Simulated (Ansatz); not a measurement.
**Stationary points along a deformation path in SnF4**

Theory: Ansatz, DFT PBEsol, scalar-relativistic, plane waves, PAW. The runs took a 420 eV cutoff, a Γ-centred 10×10×10 mesh and Gaussian smearing (0.05 eV). No spin polarisation. Energies are free energies at this smearing, counted from the undisturbed cell; pressure is positive in compression.

Reference structure (as given, not relaxed at this level; it stands at 4.1 GPa, and it needn't be the usual structure):

```yaml
crystal:
  lattice:
    - [-2.02500, 2.02500, 3.96500]
    - [2.02500, -2.02500, 3.96500]
    - [2.02500, 2.02500, -3.96500]
  atoms:
    - { symbol: Sn, position: [0.00000, 0.00000, 0.00000] }
    - { symbol: F, position: [0.23700, 0.23700, 0.00000] }
    - { symbol: F, position: [0.76300, 0.76300, 0.00000] }
    - { symbol: F, position: [0.50000, 0.00000, 0.50000] }
    - { symbol: F, position: [0.00000, 0.50000, 0.50000] }
```

The cell holds layers and no dispersion correction was added, so their binding is poorly described.

At fixed volume and fractional coordinates, lengths along (0.000, 0.000, 1.000) are scaled against those across it; ρ is that ratio over its starting value. V = 13.007 Å³/atom. Δσ is the stress along the axis less the mean stress across it (compression positive).

| ρ | ΔE (meV/atom) | Δσ (GPa) | space group |
| --- | --- | --- | --- |
| 0.850 | 319.3 | 78.79 | I4/mmm |
| 0.920 | 77.3 | 35.87 | I4/mmm |
| 0.960 | 17.4 | 16.44 | I4/mmm |
| 1.000 | 0.0 | -0.40 | I4/mmm |
| 1.050 | 25.7 | -18.75 | I4/mmm |
| 1.100 | 93.4 | -34.91 | I4/mmm |
| 1.200 | 324.9 | -63.06 | I4/mmm |

**Question.** How does the stress give the slope of the energy, and where is the energy stationary?

**Answer.** Along the path d ln(length) is 2/3 d ln ρ on the axis and −1/3 d ln ρ across it, so dE/d ln ρ = −(2/3) V Δσ: the energy falls with ρ where Δσ is positive. Δσ vanishes or changes sign between ρ = 0.960 and 1.000, a minimum (near 1.00 by linear interpolation). Pairs of stationary points between two samples would go unseen, and could change a minimum read from distant neighbours into a maximum.

**Question.** Integrate that slope from ρ = 1 to 1.200 by the trapezoid rule.

**Answer.** With V/N in Å³ and 1 eV/Å³ = 160.2 GPa the slopes at ρ = 1.000, 1.050, 1.100, 1.200 are 22, 1015, 1890, 3413 meV/atom per unit of ln ρ. The steps add 25.3 + 67.6 + 230.7 = 323.5 meV/atom, against 324.9 from the energies; the trapezoid rule misses the curvature of the slope within each step.

Forces appear on the atoms along this scan, and letting them relax would lower the energy and soften the response.